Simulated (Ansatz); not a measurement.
Input file for Ansatz (a quantum-chemistry and plane-wave program):

Ansatz 0.2 input:
```yaml
crystal:
  lattice:
    - [3.7758445777, 0.0, 0.0]
    - [0.0, 3.7758445777, 0.0]
    - [0.0, 0.0, 3.8123600214]
  atoms:
    - { symbol: Sr, position: [0.5, 0.5, 0.5] }
    - { symbol: Al, position: [0.0, 0.0, 0.0] }
    - { symbol: O, position: [0.5, 0.0, 0.0] }
    - { symbol: O, position: [0.0, 0.5, 0.0] }
    - { symbol: F, position: [0.0, 0.0, 0.5] }
kpoints:
  mp_grid: { grid: [7, 7, 7] }
hamiltonian:
  xc: pbesol
  pseudopotentials: { azcp: { folder: ./paw }, kind: paw }
scf:
  occupations: { method: fixed }
phonons:
  method: dfpt
  response_accuracy: low
  eigenvectors: true
  rigid_motions: translations
  dielectric: true
```

Output (shortened):

```
Pseudopotential: Sr, paw, valence charge 10
Pseudopotential: Al, paw, valence charge 3
Pseudopotential: O, paw, valence charge 6
Pseudopotential: F, paw, valence charge 7
Functional definition: PBEsol
Crystal: 5 atoms, lattice volume = 54.353 Å³
Basis set: ecut = 420 eV, 1029 PW (Γ), exchange–correlation on 54×54×54 points (8 copies of the dense FFT grid, shifted against one another)
Bands: 21, of which v1, the nominal top of the filled ones, is band 16 counted from 1 (15 counted from 0)
Symmetry: 16 space group operations
k-points: 172 of 343 (irreducible under 1 space group operation, time reversal used)
SCF iter   1: F=—  HF=-5952.346996 eV  |F-HF|=—  |Δ(HF+E_count)|=         —  Δρ=1.76e-1  dr2=1.83e1  ethr=3.10e-3  ⟨swp⟩=6.1  Hψ=18941  notcnv=0  defer=369
preconditioner: auto → Resta (q_TF=auto, 2.498 Å⁻¹)
SCF iter   2: F=—  HF=-5947.987993 eV  |F-HF|=—  |Δ(HF+E_count)|=    4.36e0  Δρ=7.94e-2  dr2=2.23e0  ethr=3.10e-3  ⟨swp⟩=3.9  Hψ=10435  notcnv=0  defer=423
SCF iter   3: F=—  HF=-5947.427366 eV  |F-HF|=—  |Δ(HF+E_count)|=   5.61e-1  Δρ=2.95e-2  dr2=7.37e-1  ethr=3.10e-3  ⟨swp⟩=2.0  Hψ=8106  notcnv=0  defer=346
SCF iter   4: F=—  HF=-5947.126768 eV  |F-HF|=—  |Δ(HF+E_count)|=   3.01e-1  Δρ=7.70e-3  dr2=6.65e-2  ethr=2.30e-3  ⟨swp⟩=3.0  Hψ=6517  notcnv=0  defer=459
SCF iter   5: F=—  HF=-5947.100369 eV  |F-HF|=—  |Δ(HF+E_count)|=   2.64e-2  Δρ=3.77e-3  dr2=6.29e-3  ethr=2.08e-4  ⟨swp⟩=3.8  Hψ=7843  notcnv=0  defer=516
SCF iter   6: F=—  HF=-5947.098619 eV  |F-HF|=—  |Δ(HF+E_count)|=   1.75e-3  Δρ=7.62e-4  dr2=3.07e-4  ethr=1.97e-5  ⟨swp⟩=2.1  Hψ=6156  notcnv=0  defer=516
SCF iter   7: F=—  HF=-5947.098613 eV  |F-HF|=—  |Δ(HF+E_count)|=   5.54e-6  Δρ=1.47e-4  dr2=1.25e-5  ethr=9.58e-7  ⟨swp⟩=2.1  Hψ=5312  notcnv=0  defer=516
SCF iter   8: F=—  HF=-5947.098611 eV  |F-HF|=—  |Δ(HF+E_count)|=   2.16e-6  Δρ=2.63e-5  dr2=4.37e-7  ethr=3.92e-8  ⟨swp⟩=2.7  Hψ=6345  notcnv=0  defer=414
SCF iter  11: F=-5947.098612 eV  HF=-5947.098612 eV  |F-HF|=1.27e-11  |Δ(HF+E_count)|=  1.61e-10  Δρ=2.64e-7  dr2=2.50e-11  ethr=1.00e-12  ⟨swp⟩=15.8  Hψ=27583  notcnv=0
SCF 1 converged in 11 iterations: F = -5947.098612 eV  dr2 = 2.50e-11
NSCF: frozen V_eff on 7 k-points
DFPT response loops at Γ: preconditioner auto → none (the input reference at scf.mixing.eps_inf says where Resta's filter doesn't serve); β = 0.50 …
SCF converged after 11 iterations
Free energy (F): -5947.098612 eV
Harris-Foulkes:  -5947.098612 eV  (|F-HF|=1.27e-11)
Internal energy: -5947.098612 eV  (E = F + TS)
E sigma→0 (E₀):  -5947.098612 eV
Fermi energy:    9.915939 eV
--- Per-component energies (eV) ---
  E_band       = -36.094699
  E_kinetic    = 801.509390
  E_local      = -1609.895338  (includes V_loc(G=0)·N_el)
  E_nonlocal   = 436.401972
  E_hartree    = 506.789577
  E_xc         = -433.651829
  E_vxc        = -471.163422  (∫ρ·V_xc dr)
  E_paw        = -3609.387476  (= ΣΔE_a)
  E_vpaw       = -206.528634  (= ΣTr[D̂ρ^β])
  E_aug_tail   = 0.002286  (compensation charges beyond the density's cutoff)
  E_ewald      = -2039.133699
  E_core_change = 0.266506  (= ΣΔE_core)
  E_smearing   =  0.000000  (= −TS)
  E_closure    =  0.000000  (closes the sum)
  Σ components = -5947.098612   (vs F -5947.098612, Δ=0.00e0)
  [band-id]    e_kinetic+e_local+e_nonlocal+2·e_hartree+e_vxc+e_vpaw+e_augmentation_tail = -36.094592   (vs E_band -36.094699, Δ=1.07e-4)
--- Band table (eV; the first three rows and the last of 172) ---
  k-point 0: bands = ["-23.3439", "-15.4078", "-7.8475", "-6.2951", "-5.4825", "-5.4825", "-5.2574", "1.6043", "3.1656", "3.1656", "5.9056", "5.9056", "8.1537", "8.4700", "9.1756", "9.1756", "13.5994", "14.2516", "15.2045", "16.5336", "16.6180"]
  k-point 1: bands = ["-23.3374", "-15.3926", "-8.0482", "-6.2836", "-5.4667", "-5.4667", "-5.0611", "1.6167", "3.2215", "3.2215", "5.7282", "5.7282", "7.7579", "8.2155", "9.0964", "9.0964", "14.0540", "14.7087", "15.5950", "16.6496", "17.0456"]
  k-point 2: bands = ["-23.3230", "-15.3581", "-8.4224", "-6.2574", "-5.4306", "-5.4306", "-4.7031", "1.6761", "3.3727", "3.3727", "5.3185", "5.3185", "6.9740", "7.7321", "8.9355", "8.9355", "15.0858", "15.6956", "16.5248", "16.9471", "18.0903"]
  k-point 171: bands = ["-23.2857", "-15.4473", "-7.6357", "-7.2538", "-5.3755", "-5.0289", "-4.9601", "1.4737", "2.8972", "3.2237", "4.9787", "6.7633", "6.8450", "7.6743", "7.8002", "8.7900", "16.0760", "17.0051", "17.4720", "17.9001", "18.2791"]
--- Phonons (Γ-DFPT): 9 representative perturbations + reference, on 172 of 343 k-points (Σ response iterations 27) ---
  ASR residual: 3.177e-3 → 0.000e0 eV/Å²; symmetrization residual: 3.448e-5 eV/Å²
  ASR residual per site (eV/Å²): 1.07e-4 3.18e-3 1.52e-4 1.52e-4 1.15e-3
  Γ frequencies (cm⁻¹): 0.00 0.00 0.00 128.00 187.71 187.71 234.10 275.22 275.22 384.76 384.76 406.99 499.72 641.16 641.16
  ε∞ (high-frequency dielectric tensor):
        3.297539     0.000000     0.000000
        0.000000     3.297539     0.000000
        0.000000     0.000000     3.521118
  ε⁰ (static dielectric tensor: ions relaxed, cell fixed):
       12.954037     0.000000     0.000000
        0.000000    12.954037     0.000000
        0.000000     0.000000    25.661627
  ε⁰ − ε∞ (ionic part):
        9.656498     0.000000     0.000000
        0.000000     9.656498     0.000000
        0.000000     0.000000    22.140508
  softest optical mode at Γ: 128.00 cm⁻¹; the repairs (sum rule, projections) moved no ω² at Γ by more than (6.39 cm⁻¹)²
  Born effective charges Z* (e; rows j = field, columns β = displacement):
    site 0:
         2.40901    0.00000    0.00000
         0.00000    2.40901    0.00000
         0.00000    0.00000    2.93546
    site 1:
         3.11886    0.00000    0.00000
         0.00000    3.11886    0.00000
         0.00000    0.00000    2.70082
    site 2:
        -2.40702    0.00000    0.00000
         0.00000   -1.97622    0.00000
         0.00000    0.00000   -1.85134
    site 3:
        -1.97622    0.00000    0.00000
         0.00000   -2.40702    0.00000
         0.00000    0.00000   -1.85134
    site 4:
        -1.14463    0.00000    0.00000
         0.00000   -1.14463    0.00000
         0.00000    0.00000   -1.93360
  Z* charge neutrality: 5.982e-5 e pre-enforcement
  k-mesh period / interband length: 26.4 Å / 1.23 Å = 21.43 at k = (0.0000, 0.0000, 0.0000), direct gap 4.424 eV — 14 or more, which is no proof of convergence
  optical modes at Γ without the LO–TO term, one row a degenerate level:
      ω (cm⁻¹)  modes    IR ((D/Å)²/amu)
        128.00      1             7.7856
        187.71      2             9.5894
        234.10      1             0.0000
        275.22      2             0.2300
        384.76      2            27.1074
        406.99      1            13.9650
        499.72      1             1.1806
        641.16      2            13.9187
  optical modes at Γ + LO–TO along q̂ = [1.0000, 0.0000, 0.0000]:
      ω (cm⁻¹)  modes    IR ((D/Å)²/amu)
        128.00      1             7.7856
        187.71      1             4.7947
        232.74      1             0.4641
        234.10      1             0.0000
        275.22      1             0.1150
        276.39      1             0.0253
        384.76      1            13.5537
        406.99      1            13.9650
        499.72      1             1.1806
        518.75      1             5.1896
        641.16      1             6.9593
        756.95      1            19.7438
  optical modes at Γ + LO–TO along q̂ = [0.0000, 1.0000, 0.0000]:
      ω (cm⁻¹)  modes    IR ((D/Å)²/amu)
        128.00      1             7.7856
        187.71      1             4.7947
        232.74      1             0.4641
        234.10      1             0.0000
        275.22      1             0.1150
        276.39      1             0.0253
        384.76      1            13.5537
        406.99      1            13.9650
        499.72      1             1.1806
        518.75      1             5.1896
        641.16      1             6.9593
        756.95      1            19.7438
  optical modes at Γ + LO–TO along q̂ = [0.0000, 0.0000, 1.0000]:
      ω (cm⁻¹)  modes    IR ((D/Å)²/amu)
        187.71      2             9.5894
        228.04      1             1.1107
        234.10      1             0.0000
        275.22      2             0.2300
        384.76      2            27.1074
        490.62      1             0.4690
        628.16      1            21.3514
        641.16      2            13.9187
```

Cost: roughly 5 core-minutes on shared cores.

Space group P4/mmm. The start of the workflow was typed in or built on a structure type; neither database checked (COD, Materials Project) lists it. Whether it is the stable phase at ambient conditions was not checked. The PBEsol relaxation kept the symmetry of its start; whether a distortion lowers the energy is not shown. Scalar-relativistic: spin–orbit coupling is off unless named, which matters more the heavier the elements.

Potentials: the earlier of the program's two PAW sets. The files were generated under PBE; for other functionals the program regenerates the frozen cores, and for LDA and PBEsol the local potential too.

Ansatz is a plane-wave DFT program.
